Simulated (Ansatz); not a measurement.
ScAg3 (Cu3Au type, space group No. 221) at seven volumes, the program Ansatz at the r²SCAN level (PAW), scaled uniformly. One row is withheld.

| V (Å³/atom) | P (GPa) |
|---|---|
| 16.912 | 11.06 |
| 17.470 | 6.67 |
| 18.027 | 3.03 |
| 18.585 | 0.00 |
| 19.142 | -2.51 |
| 19.700 | ? |
| 20.258 | -6.32 |

Fit the shown pressures and predict the withheld one.

Third-order Birch–Murnaghan: P = (3/2)B₀(x^(7/2) − x^(5/2))[1 + (3/4)(B′ − 4)(x − 1)] with x = (V₀/V)^(2/3). Least squares on the six rows gives V₀ = 18.585 Å³/atom, B₀ = 91.73 GPa, B′ = 5.20. At V = 19.700, x = 0.9619 and P = -4.59 GPa. The run itself gave -4.60 GPa.

Space group Pm-3m (Cu3Au type). The start of the workflow was typed in or built on a structure type; neither database checked (COD, Materials Project) lists it. Its standing as an ambient phase is unchecked. Symmetry was held in the r²SCAN relaxation; its stability against distortions is not shown here. No spin polarisation was allowed.

Potentials: the earlier of the program's two PAW sets.
